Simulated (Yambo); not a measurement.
G0W0@LDA for VZn2N3 (space group Cmc2_1, No. 36) in Yambo (2×2×2 mesh, 7 Ry block, plasmon pole, screening fixed), without a terminator:

```csv
bands N in G,"gap (-0.5, -0.5, 0) → (-0.5, -0.5, 0) (eV)",shift of the valence edge (eV)
119,2.577,0.554
173,2.660,0.214
243,2.658,0.050
```

Extrapolate both columns to infinite N with E(N) = E∞ + A/N, test the form, and compare with the terminator.

From two points, E∞ = (N2 E2 − N1 E1)/(N2 − N1). The two largest N give 2.65 eV for the gap and -0.36 eV for the shift; the two smallest give 2.84 eV and -0.54 eV. For the gap the slopes A are -32 and 1.2 eV: the form isn't reached, and its limit is uncertain. For the shift the slopes A are 130 and 98 eV: the form isn't reached, and its limit is uncertain. With the Bruneval-Gonze terminator and 243 bands the run gives 2.57 eV and -0.17 eV, 0.08 eV and 0.18 eV from the extrapolated values: the terminator too is an estimate of the remainder. Block, mesh and the bands in W are held fixed.

Geometry of the Materials Project entry, not relaxed at this level; primitive cell a = b = 5.503 Å, c = 5.240 Å, α = β = 90.00°, γ = 60.71°.

The structure is a Materials Project entry; no match was found in the copy of COD used, and its stability was not checked.

The runs are not spin-polarised; magnetic order was not tried.

A shift is the quasiparticle energy of the state minus its LDA energy.
